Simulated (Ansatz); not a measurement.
Polymorphs of GeRh, each relaxed with DFT-r²SCAN in the program Ansatz with PAW potentials:

A: P-6m2
a = 3.6109 Å, b = 3.6109 Å, c = 2.8101 Å, α = 90.00°, β = 90.00°, γ = 120.00°

```
atom  site  symmetry       x       y       z
----  ----  --------  ------  ------  ------
Rh      1a      -6m2  0.0000  0.0000  0.0000
Ge      1f      -6m2  0.6667  0.3333  0.5000
```

B: Pnma
a = 5.657 Å, b = 3.322 Å, c = 6.426 Å, α = 90.00°, β = 90.00°, γ = 90.00°

```json
[
 {"atom": "Ge", "site": "4c", "symmetry": ".m.", "x": "0.1925", "y": "0.2500", "z": "0.5658"},
 {"atom": "Rh", "site": "4c", "symmetry": ".m.", "x": "0.0043", "y": "0.2500", "z": "0.2039"}
]
```

Question: Rank these by energy per atom at 0 K (lowest first), as r²SCAN gives it.

Answer: B (+0 meV/atom), A (+129 meV/atom)

Constructed cells (a structure type filled with these elements, in neither database checked): A. Standing as an ambient phase not checked: B. All cells were relaxed under the symmetry of their starts (and spin orders); stability against distortions was not tested throughout. Rows with no word on spin ran without spin polarisation. Spin–orbit coupling is left out wherever it is not named.

Energies hold the estimated change up to a 700 eV cutoff; steps of a few meV lie near the error of the meshes.

Potentials: the later of the program's two PAW sets.
